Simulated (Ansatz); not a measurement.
## Structure search: one Ti₂NbC₃ candidate

Computed with Ansatz, DFT PBE, scalar-relativistic, plane waves, PAW. Cutoff 420 eV, Gaussian smearing, Γ-centred meshes. Cell and atoms relax first on a coarse mesh and then on a finer one. In between, the cell is made exact in the group found at 0.06 Å. In metals the finer mesh still leaves noise of several meV/atom or more. The steps can't lower the symmetry of their start. No spin polarisation in the relaxation; trial moments died out in a coarse test.

The guess for Ti₂NbC₃ was made by a generator: random cell by space group and Wyckoff sites (P6/mmm, No. 191). The dimensions are guesses.

```yaml
crystal:
  lattice:
    - [4.54455, 0.00000, 0.00000]
    - [-2.27227, 3.93570, 0.00000]
    - [0.00000, 0.00000, 5.55406]
  atoms:
    - { symbol: Ti, position: [0.33333, 0.66667, 0.00000] }
    - { symbol: Ti, position: [0.66667, 0.33333, 0.00000] }
    - { symbol: Nb, position: [0.00000, 0.00000, 0.50000] }
    - { symbol: C, position: [0.50000, 0.00000, 0.50000] }
    - { symbol: C, position: [0.00000, 0.50000, 0.50000] }
    - { symbol: C, position: [0.50000, 0.50000, 0.50000] }
```

The zero of energy is the elements' standard structures at the same level; no fitted shifts are applied.

Task: Describe the relaxed structure.

Result: The symmetry stays P6/mmm (No. 191). The volume per atom shrinks by 34.9 %, from 16.6 to 10.8 Å³. The shortest distance goes from 2.27 Å (Nb–C and C–C) to 2.13 Å (Ti–C). The ratio c/a of the conventional cell changes by a factor of 0.55. The energy falls by about 1.8 eV/atom (the start's value is from the coarse mesh). Conventional cell: a = 4.808 Å, c = 3.228 Å. Ti has 6 C at 2.13 Å, 3 Ti at 2.78 Å, 6 Nb at 3.21 Å and 2 Ti at 3.23 Å; around Nb lie 6 C at 2.40 Å, 12 Ti at 3.21 Å and 2 Nb at 3.23 Å; C has 4 Ti at 2.13 Å, 2 Nb at 2.40 Å and 4 C at 2.40 Å.

```xyz
6
Lattice="4.8084 0.0000 0.0000 -2.4042 4.1642 0.0000 0.0000 0.0000 3.2277" Properties=species:S:1:pos:R:3 pbc="T T T"
Ti    0.0000    2.7761    0.0000
Ti    2.4042    1.3881    0.0000
Nb    0.0000    0.0000    1.6138
C     2.4042    0.0000    1.6138
C    -1.2021    2.0821    1.6138
C     1.2021    2.0821    1.6138
```

Task: How does it come out in energy, and is it a metal?

Result: The energy over the elements is −0.10 eV/atom and the gap on the 12×12×12 mesh of the 6-atom cell is 0 eV (a metal).

A negative formation energy is needed for stability but isn't enough: competing phases decide.

The last run used Gaussian smearing of 0.10 eV. The reference form of C is held partly by dispersion forces, which this level lacks. A structure relaxed within its symmetry needn't be a true minimum. In all, the 4 runs took 2.5 min on 1 thread of Arm Neoverse V1 (shared host).
